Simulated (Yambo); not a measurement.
Yambo run on KPSO3H2 (space group Cm, No. 8). The wavefunctions are PBEsol (Quantum ESPRESSO, PseudoDojo norm-conserving, 84 Ry, without SOC) ones on a 2×2×2 mesh (20 occupied bands); a = 4.5821 Å, b = 4.5821 Å, c = 6.0170 Å, α = 103.05°, β = 103.05°, γ = 88.15°.

Yambo input:

```
rim_cut
gw0
dyson
el_el_corr
HF_and_locXC
mpa
em1d
RandQpts= 1000000
RandGvec= 1 Ry
EXXRLvcs= 84 Ry
VXCRLvcs= 336 Ry
Chimod= "HARTREE"
% BndsRnXm
 1 | 171 |
%
NGsBlkXm= 7 Ry
% LongDrXm
 1.0 | 1.0 | 1.0 |
%
EnSampXm= "2l"
EnGridXm= "lP"
% EnRngeXm
 0.0 | 40.0 | eV
%
% ImRngeXm
 2.72114 | 27.21138 | eV
%
% DmRngeXm
 0.02721 | 2.72114 | eV
%
ETStpsXm= 8
IntSolXm= "PT"
% GbndRnge
 1 | 171 |
%
GTermKind= "none"
DysSolver= "n"
ExtendOut
% QPkrange
 1 | 1 | 20 | 21 |
 2 | 2 | 20 | 20 |
%
```

k points by index: 1 = Γ, 2 = (0, 0, -0.5).

Resulting energies as the program prints them:

```
#    K-point    Band    Eo [eV]    E [eV]    E-Eo [eV]    Vxc [eV]    Vnlxc [eV]    Sc|Eo [eV]    Sc|E [eV]    dSc/dw|Eo [eV]    Re(Z)    Im(Z)
#
    1    20    -0.029978    -1.562237    -1.532259    -12.85466    -16.54578    1.783664    2.158863    -6.662683    0.803308    -0.001466
    1    21    4.427393    5.512047    1.084654    -9.764711    -5.364007    -3.126020    -3.316050    -4.765862    0.850958    -0.001606
    2    20    0.000000    -1.522634    -1.522634    -13.00262    -16.72146    1.823235    2.196202    -6.664872    0.803256    -0.001500
```
(The two width columns are left out.) Convergence of these settings isn't established.

Geometry of the Materials Project entry, not relaxed at this level.
